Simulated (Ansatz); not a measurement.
## Does relaxation matter for the field gradients of GaN with Au replacing Ga?

Start: a supercell of GaN (wurtzite type, P6_3mc) built from a COD entry (the entry's cell lengths or inner coordinates differ somewhat from later room-temperature determinations), with all atoms left at the host's positions.

```cif
data_structure
_symmetry_space_group_name_H-M 'P 1'
_symmetry_Int_Tables_number 1
_cell_length_a 6.3600
_cell_length_b 9.5400
_cell_length_c 10.3320
_cell_angle_alpha 90.000
_cell_angle_beta 90.000
_cell_angle_gamma 120.000
_cell_volume 542.90
loop_
_atom_site_label
_atom_site_type_symbol
_atom_site_fract_x
_atom_site_fract_y
_atom_site_fract_z
_atom_site_occupancy
Au1 Au 0.16667 0.22222 0.00000 1
Ga2 Ga 0.16667 0.22222 0.50000 1
Ga3 Ga 0.16667 0.55556 0.00000 1
Ga4 Ga 0.16667 0.55556 0.50000 1
Ga5 Ga 0.16667 0.88889 0.00000 1
Ga6 Ga 0.16667 0.88889 0.50000 1
Ga7 Ga 0.66667 0.22222 0.00000 1
Ga8 Ga 0.66667 0.22222 0.50000 1
Ga9 Ga 0.66667 0.55556 0.00000 1
Ga10 Ga 0.66667 0.55556 0.50000 1
Ga11 Ga 0.66667 0.88889 0.00000 1
Ga12 Ga 0.66667 0.88889 0.50000 1
Ga13 Ga 0.33333 0.11111 0.25000 1
Ga14 Ga 0.33333 0.11111 0.75000 1
Ga15 Ga 0.33333 0.44444 0.25000 1
Ga16 Ga 0.33333 0.44444 0.75000 1
Ga17 Ga 0.33333 0.77778 0.25000 1
Ga18 Ga 0.33333 0.77778 0.75000 1
Ga19 Ga 0.83333 0.11111 0.25000 1
Ga20 Ga 0.83333 0.11111 0.75000 1
Ga21 Ga 0.83333 0.44444 0.25000 1
Ga22 Ga 0.83333 0.44444 0.75000 1
Ga23 Ga 0.83333 0.77778 0.25000 1
Ga24 Ga 0.83333 0.77778 0.75000 1
N25 N 0.16667 0.22222 0.18750 1
N26 N 0.16667 0.22222 0.68750 1
N27 N 0.16667 0.55556 0.18750 1
N28 N 0.16667 0.55556 0.68750 1
N29 N 0.16667 0.88889 0.18750 1
N30 N 0.16667 0.88889 0.68750 1
N31 N 0.66667 0.22222 0.18750 1
N32 N 0.66667 0.22222 0.68750 1
N33 N 0.66667 0.55556 0.18750 1
N34 N 0.66667 0.55556 0.68750 1
N35 N 0.66667 0.88889 0.18750 1
N36 N 0.66667 0.88889 0.68750 1
N37 N 0.33333 0.11111 0.43750 1
N38 N 0.33333 0.11111 0.93750 1
N39 N 0.33333 0.44444 0.43750 1
N40 N 0.33333 0.44444 0.93750 1
N41 N 0.33333 0.77778 0.43750 1
N42 N 0.33333 0.77778 0.93750 1
N43 N 0.83333 0.11111 0.43750 1
N44 N 0.83333 0.11111 0.93750 1
N45 N 0.83333 0.44444 0.43750 1
N46 N 0.83333 0.44444 0.93750 1
N47 N 0.83333 0.77778 0.43750 1
N48 N 0.83333 0.77778 0.93750 1
```

Sites (sets of like atoms) are named by element and the number of their first atom in this list.

Level of theory: DFT, PBE, plane waves and PAW, scalar-relativistic, 420 eV cutoff, Γ-centred 4×3×2 k-points, Fermi–Dirac smearing 0.01 eV (Ansatz 0.2.0).

The largest force at the start is 4.5 eV/Å. Relaxing the ions at fixed cell moves them by 0.303 Å at most (atom 25, N) and 0.088 Å rms.

| site | atom | moved (Å) | first shell before | first shell after | V_zz before (10²¹ V/m²) | η before |
| --- | --- | --- | --- | --- | --- | --- |
| Au | 1 | 0.277 | 4 N at 1.94–1.95 Å | 4 N at 2.08–2.24 Å | 4.81 | 0.61 |
| Ga2 | 2 | 0.041 | 4 N at 1.94–1.95 Å | 4 N at 1.94–1.95 Å | -0.28 | 0.09 |
| Ga3 | 3 | 0.035 | 4 N at 1.94–1.95 Å | 4 N at 1.93–1.96 Å | 0.96 | 0.63 |
| Ga5 | 5 | 0.026 | 4 N at 1.94–1.95 Å | 4 N at 1.92–1.94 Å | 1.13 | 0.45 |
| Ga9 | 9 | 0.050 | 4 N at 1.94–1.95 Å | 4 N at 1.93–1.96 Å | 0.76 | 0.72 |
| Ga11 | 11 | 0.014 | 4 N at 1.94–1.95 Å | 4 N at 1.92–1.95 Å | 0.83 | 0.62 |
| Ga15 | 15 | 0.042 | 4 N at 1.94–1.95 Å | 4 N at 1.94–1.97 Å | 0.53 | 0.99 |
| Ga16 | 16 | 0.136 | 4 N at 1.94–1.95 Å | 4 N at 1.89–1.94 Å | 0.45 | 0.96 |
| Ga17 | 17 | 0.053 | 4 N at 1.94–1.95 Å | 4 N at 1.94 Å | -0.30 | 0.16 |
| Ga22 | 22 | 0.025 | 4 N at 1.94–1.95 Å | 4 N at 1.93–1.95 Å | -0.26 | 0.10 |
| Ga24 | 24 | 0.013 | 4 N at 1.94–1.95 Å | 4 N at 1.94–1.95 Å | -0.22 | 0.14 |
| N25 | 25 | 0.303 | 1 Au at 1.94 Å, 3 Ga at 1.95 Å | 3 Ga at 1.89–1.97 Å, 1 Au at 2.08 Å | 1.59 | 0.12 |
| N31 | 31 | 0.042 | 4 Ga at 1.94–1.95 Å | 4 Ga at 1.94 Å | -0.12 | 0.52 |
| N38 | 38 | 0.117 | 3 Ga at 1.94–1.95 Å, 1 Au at 1.95 Å | 3 Ga at 1.91–1.93 Å, 1 Au at 2.22 Å | 2.29 | 0.22 |
| N40 | 40 | 0.287 | 3 Ga at 1.94–1.95 Å, 1 Au at 1.95 Å | 3 Ga at 1.89–1.93 Å, 1 Au at 2.08 Å | 1.90 | 0.08 |
| N44 | 44 | 0.123 | 3 Ga at 1.94–1.95 Å, 1 Au at 1.95 Å | 3 Ga at 1.91–1.93 Å, 1 Au at 2.24 Å | 2.08 | 0.09 |

Problem. What are V_zz and η after the relaxation?

Solution. 

```csv
site,atom,V_zz after,η after,change of V_zz
Au,1,-28.0,0.18,–
Ga2,2,1.18,0.87,+1.46
Ga3,3,-2.18,0.27,–
Ga5,5,-1.42,0.83,–
Ga9,9,-1.99,0.57,–
Ga11,11,-1.49,0.69,–
Ga15,15,2.22,0.86,+1.69
Ga16,16,1.71,0.33,+1.26
Ga17,17,0.45,0.67,+0.75
Ga22,22,-0.86,0.61,–
Ga24,24,0.85,0.53,+1.07
N25,25,2.10,0.15,+0.51
N31,31,0.87,0.44,+0.99
N38,38,4.77,0.08,+2.48
N40,40,2.38,0.03,+0.48
N44,44,4.22,0.14,+2.14
```

The largest change of V_zz along a kept axis is on N38, from 2.29 to 4.77. The whole tensor moves most on Au, by 25.29 along its most changed direction. Small gradients that grow severalfold: Ga16 (0.45 to 1.71), Ga2 (-0.28 to 1.18). In per cent, |V_zz| changes by +103 to +108 on N (all sites that start above 2, bar those whose gradient vanishes or changes sign or whose main axis turns by over 40°). Where |V_zz| stays above 0.1 and the axes keep their order, η moves most on Ga16, from 0.96 to 0.33. On Ga2, Ga24, N31, Ga8, N37, N43, N34, N28 and 1 more site (not all in the table) V_xx and V_yy change places (or their axes turn by over 50°), so the two values of η hide a larger change. V_zz changes sign on Ga17 (axis turned by 17°), Ga2 (axis turned by 12°), Ga24 (axis turned by 36°), N31 (axis turned by 29°), N37 (axis turned by 20°), N43 (axis turned by 22°), N34 (axis turned by 19°), N28 (same axis) and 1 more site (not all in the table). On Au, Ga5, Ga3, Ga11, Ga9, Ga22, Ga7, N42 and 16 more sites (not all in the table) the largest principal value lies along another axis in the second run, so the two V_zz can't be compared directly. The table leaves out 32 of the 48 sites, with |V_zz| up to 1.86; their tensors move by 1.56 at most along any direction. The statements above cover all sites. The host's own positions weren't relaxed first, so part of the change far from the defect can be the host's relaxation.

The run isn't spin-polarised, and a state with spin may lie lower. The defect repeats with the cell of 48 atoms, so it feels its images: sites between two images don't show the values beside a lone defect, and zeros or small values of η there can come from the images' arrangement. Ga and N carry a gradient in the pure host already, so the values there aren't the defect's effect alone. The defect cell has no gap above 0.1 eV on its mesh, so the values can hang on the smearing and the k-mesh. Spin–orbit coupling is left out, which shifts gradients on Au by a few per cent in wide-gap crystals, and can shift them far more where the calculated gap is small or absent, as here.
Before: The cell keeps the host's lattice, where the PBE pressure is 11 GPa. The neighbours have not yet relaxed around the defect (largest force 4.5 eV/Å), so the values at and beside it are those of a strained start, not of the defect in a real crystal.
After: The cell keeps the host's lattice, where the PBE pressure is 10 GPa.
